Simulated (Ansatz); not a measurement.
Bi₂Te₃:
```cif
data_Bi6Te9
_chemical_formula_sum 'Bi6 Te9'
_space_group_name_H-M_alt 'R-3m :H'
_space_group_IT_number 166
_space_group_name_Hall '-R 3 2"'
_cell_length_a 4.35406
_cell_length_b 4.35406
_cell_length_c 29.87049
_cell_angle_alpha 90.000
_cell_angle_beta 90.000
_cell_angle_gamma 120.000
loop_
_atom_site_label
_atom_site_type_symbol
_atom_site_symmetry_multiplicity
_atom_site_Wyckoff_symbol
_atom_site_fract_x
_atom_site_fract_y
_atom_site_fract_z
_atom_site_occupancy
Bi1 Bi 6 c 0.00000 0.00000 0.40026 1
Te1 Te 6 c 0.00000 0.00000 0.20898 1
Te2 Te 3 a 0.00000 0.00000 0.00000 1
```
(The calculation used a cell of 5 atoms; values per cell refer to that cell.)

This is the LDA-relaxed structure.

All from the program Ansatz at the LDA level (PAW), unless another level is named. Predict the bulk modulus (Birch–Murnaghan fit).

379 kbar.

Predict the highest zone-centre frequency (without LO–TO term).

141 cm^-1.

The cell was relaxed with LDA under the symmetry of its start. A crystal of weakly bound layers computed without a dispersion correction: the cell and the soft elastic constants depend strongly on that. Scalar-relativistic: spin–orbit coupling is off unless named, which matters more the heavier the elements.

Potentials: the earlier of the program's two PAW sets. The files were generated under PBE; for other functionals the program regenerates the frozen cores, and for LDA and PBEsol the local potential too.
